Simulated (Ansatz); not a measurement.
Relaxed-ion elastic tensor of O (bcc (W type), Im-3m) in GPa (Voigt order), PBE+D3(BJ) (plane waves, PAW; program Ansatz); density 3.46 g/cm³, 7.69 Å³ per atom.

```
 315  75.2  75.2   0.0   0.0   0.0
75.2   315  75.2   0.0   0.0   0.0
75.2  75.2   315   0.0   0.0   0.0
 0.0   0.0   0.0  -155   0.0   0.0
 0.0   0.0   0.0   0.0  -155   0.0
 0.0   0.0   0.0   0.0   0.0  -155
```

Problem. Is the crystal mechanically stable?

Solution. No: the smallest eigenvalue of C is -155 GPa.

A made-up cell: these elements were put on the sites of a structure type; neither database checked (COD, Materials Project) lists it. It is not the usual solid phase (space group No. 12). Symmetry was held in the PBE+D3(BJ) relaxation. At this level the phase is mechanically unstable. Magnetic state: ferromagnetic, the only order run, not a proven ground state. The substance is a gas or liquid at ambient conditions. No Hubbard U is applied. As this level gives no gap, shear constants depend on the k-mesh and smearing (Fermi–Dirac, 0.1 eV here).

Potentials: the later of the program's two PAW sets.
